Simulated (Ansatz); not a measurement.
Nb₃Ir:
```yaml
crystal:
  lattice:
    - [4.10172, 0.00000, 0.00000]
    - [0.00000, 4.10172, 0.00000]
    - [0.00000, 0.00000, 4.10172]
  atoms:
    - { symbol: Nb, position: [0.00000, 0.50000, 0.50000] }
    - { symbol: Nb, position: [0.50000, 0.50000, 0.00000] }
    - { symbol: Nb, position: [0.50000, 0.00000, 0.50000] }
    - { symbol: Ir, position: [0.00000, 0.00000, 0.00000] }
```

Relaxed with PBE. Special points in fractions of this cell's reciprocal vectors: Γ (0.000, 0.000, 0.000); X (0.000, 0.500, 0.000); M (0.500, 0.500, 0.000); R (0.500, 0.500, 0.500).

Question: List the band energies nearest the Fermi level at these points for PBE in the plane-wave PAW code Ansatz.

Answer: In eV from the Fermi level; about four levels below and three above (degenerate sets whole), none deeper than 8.9 eV; points with the same levels are listed once.

```
k                                below                     above
-  -----------------------------------  ------------------------
Γ  -4.29 -4.29 -4.29 -0.78 -0.78 -0.78  1.40 1.40 3.49 3.49 3.49
X              -2.13 -1.66 -1.42 -1.42            0.71 0.93 0.93
M              -1.32 -1.19 -1.16 -1.16       1.31 1.31 1.41 1.41
R  -1.04 -1.04 -1.04 -0.09 -0.09 -0.09            1.07 1.07 1.07
```

Space group Pm-3m (Cu3Au type). The cell is a constructed one: a structure type filled with these elements; neither database checked (COD, Materials Project) lists it. COD files the formula under space group No. 223. Whether it is the stable phase at ambient conditions was not checked. Symmetry was held in the PBE relaxation; its stability against distortions is not shown here. No spin polarisation was allowed. Spin–orbit coupling is left out wherever it is not named.

Potentials: the earlier of the program's two PAW sets.
